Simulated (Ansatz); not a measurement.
TiC (rock salt), relaxed with PBEsol (Ansatz, a program for electronic structure, plane waves, PAW): a = b = c = 4.293 Å, α = β = γ = 90.00°.

ΔH_f (eV/atom): -0.91
B₀ by P(V) fit (GPa): 267
K_Hill (GPa): 267
G_Hill (GPa): 189
Θ_D (K): 941

Problem. The same phase is relaxed and computed with r²SCAN in the same code. What are the cell and these values now?

Solution. a = b = c = 4.3278 Å, α = β = γ = 90.00°.

- ΔH_f (eV/atom) = -0.98
- B₀ by P(V) fit (GPa) = 262
- K_Hill (GPa) = 262
- G_Hill (GPa) = 193
- Θ_D (K) = 953

All cells were relaxed under the symmetry of their starts (and spin orders); stability against distortions was not tested throughout. Rows with no word on spin ran without spin polarisation.

Potentials: the later of the program's two PAW sets.

Ansatz is a plane-wave DFT program.

Formation energies count from the lowest solids of the elements computed at the same level, not from gases.
